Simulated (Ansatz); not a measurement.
BeSe:
```cif
data_Be4Se4
_chemical_formula_sum 'Be4 Se4'
_space_group_name_H-M_alt 'P 1'
_space_group_IT_number 1
_cell_length_a 6.22906
_cell_length_b 6.22906
_cell_length_c 3.64518
_cell_angle_alpha 90.000
_cell_angle_beta 90.000
_cell_angle_gamma 90.000
loop_
_space_group_symop_operation_xyz
  'x, y, z'
loop_
_atom_site_label
_atom_site_type_symbol
_atom_site_fract_x
_atom_site_fract_y
_atom_site_fract_z
_atom_site_occupancy
Be1 Be 0.33093 0.66907 0.00000 1
Be2 Be 0.66907 0.33093 0.00000 1
Be3 Be 0.83093 0.83093 0.50000 1
Be4 Be 0.16907 0.16907 0.50000 1
Se1 Se 0.30921 0.30921 0.00000 1
Se2 Se 0.69079 0.69079 0.00000 1
Se3 Se 0.19079 0.80921 0.50000 1
Se4 Se 0.80921 0.19079 0.50000 1
```

Relaxed with PBEsol.

Question: Decompose the optical modes at the zone centre into irreducible representations, and say which are infrared and Raman allowed.

Answer: Point group 4/mmm: Γ_opt = 2A1g + 2A2g + A2u + 2B1g + 2B1u + 2B2g + 2Eg + 3Eu. Infrared: A2u, Eu. Raman: A1g, B1g, B2g, Eg.

Question: Assign frequencies (DFPT, the program Ansatz at the PBEsol level (PAW); without the LO–TO term).

Answer: B1g 38, Eg 89, B1u 137, A1g 145, A2g 163, Eu 182, B2g 233, A2g 389, B1g 408, Eu 460, B1u 485, Eg 516, A1g 533, Eu 539, A2u 552, B2g 566 cm⁻¹.

Subscripts of B labels follow the axes of the standard setting.

Space group P4_2/mnm. The start of the workflow was typed in or built on a structure type; neither database checked (COD, Materials Project) lists it. COD files the formula under space group No. 216. Whether it is the stable phase at ambient conditions was not checked. The PBEsol relaxation kept the symmetry of its start; its stability against distortions is not shown here.

Potentials: the earlier of the program's two PAW sets. The files were generated under PBE; for other functionals the program regenerates the frozen cores, and for LDA and PBEsol the local potential too.
